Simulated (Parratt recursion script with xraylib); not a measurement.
# How thick is the Ti film? X-ray reflectivity on Si

| layer, from the top | thickness (Å) | density (g/cm³) | rms roughness of its top face (Å) | δ (10⁻⁶) | β (10⁻⁶) |
|---|---|---|---|---|---|
| Ti | ? | 3.672 | 4.8 | 4.628 | 0.1782 |
| Si (substrate) | – | 2.313 | 2.6 | 3.145 | 0.03325 |

The refractive index is n = 1 − δ + iβ. Vacuum lies above.

Densities are inputs, not measurements. They were set from computed cells of the Materials Project: Ti from entry mp-46 (P6₃/mmc, 4.589 g/cm³, taken at 80 %); Si from entry mp-149 (Fd-3m, 2.313 g/cm³). A layer's crystal structure does not enter its constants, only its composition and density.

Model: specular X-ray reflectivity, Parratt recursion, Névot-Croce roughness, xraylib tables. Program: Parratt recursion script with xraylib 4.3.0.

Photon energy 12.4 keV (λ = 0.9999 Å), s polarisation. The grazing angle θ is scanned from 0.05° to 2.6° in 900 evenly spaced points, and the curve is smoothed with a Gaussian of 0.004° full width. A minimum is a scan point below both neighbours, placed by a parabola through ln R at the three points.

All minima between 0.35 and 0.75°: θ = 0.378, 0.421, 0.465, 0.509, 0.554, 0.600, 0.646, 0.692, 0.738°.

Problem. Find the film thickness d from the minima.

Solution. sin²θ of the minima, in units of 10⁻⁶: 43.5, 54.0, 65.9, 78.9, 93.5, 109.7, 127.1, 145.9, 165.9. For consecutive orders m, sin²θ = 2δ + (mλ/2d)², so u = (sin²θ − 2δ)^½ rises by λ/2d from one minimum to the next. With the film's δ, u in units of 10⁻³ is 5.852, 6.689, 7.526, 8.345, 9.178, 10.022, 10.856, 11.689, 12.516. A straight line through u against the count of the minimum has slope 0.8332 × 10⁻³, so d = λ/(2 × slope) = 600.0 Å.

The run used d = 600 Å; the estimate misses by 0.0 Å. The spacing of the first two listed minima alone, with δ left out, gives λ/(2Δθ) = 666.2 Å, 11.0 % too high.
